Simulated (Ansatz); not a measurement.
## TiN in the rocksalt structure

Level of theory: DFT, r²SCAN, scalar-relativistic, collinear spin; plane waves to 500 eV with PAW datasets (Ansatz 0.2.0), Γ-centred 14×14×14 mesh, 0.05 eV Gaussian smearing; PAW files: Ansatz's generated set soft_2.

```
Ti N
1.0
     0.00000    2.11626    2.11626
     2.11626    0.00000    2.11626
     2.11626    2.11626    0.00000
Ti N
1 1
Cartesian
  2.1163 2.1163 2.1163
  0.0000 0.0000 0.0000
```

The start was a prototype's sites filled with these elements; the Crystallography Open Database holds the compound in this structure.

Magnetic state: non-magnetic, site spin moments none.

**Question.** Which orbitals carry the states at the Fermi level, and how many states are there?

**Answer.** Within 0.1 eV of it: Ti 3d 86 %, N 2p 13 % (shares among the projected shells; no valence p shell of Ti is among them). The density of states at the Fermi level is about 0.82 states/eV per cell, averaged over 0.3 eV.

Density of states (tetrahedra, averaged over 0.5 eV; states/eV per cell of 2 atoms; energy in eV from the Fermi level):

```
E (eV)   DOS
 -6.60  1.01
 -6.10  1.35
 -5.60  3.03
 -5.10  1.83
 -4.60  1.19
 -4.10  0.85
 -3.60  0.37
 -3.10  0.12
 -2.60  0.10
 -2.10  0.15
 -1.60  0.25
 -1.10  0.39
 -0.60  0.61
 -0.10  0.79
  0.40  1.01
  0.90  1.40
  1.40  2.14
  1.90  2.91
  2.40  3.28
  2.90  0.80
  3.40  1.11
  3.90  1.38
```

The calculation's cell holds 17 valence electrons, an odd number. Without magnetic order each band takes two, so one stays part-filled and the crystal must be a metal. (Only strong correlation, outside this picture, could make a Mott insulator of it.)
